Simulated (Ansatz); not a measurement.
LiF (rock salt, Fm-3m), a = 3.908 Å, b = 3.908 Å, c = 3.908 Å, α = 90.00°, β = 90.00°, γ = 90.00°; the cell used has 2 atoms.

Relaxed with LDA.

Q: Decompose the optical modes at the zone centre into irreducible representations, and say which are infrared and Raman allowed.

A: Point group m-3m: Γ_opt = T1u. Infrared: T1u. Raman: none.

Q: Assign frequencies (DFPT, LDA in the plane-wave PAW code Ansatz; without the LO–TO term).

A: T1u 339 cm⁻¹.

The LDA relaxation kept the symmetry of its start; phonons on a q-mesh show no instability.

Potentials: the earlier of the program's two PAW sets.
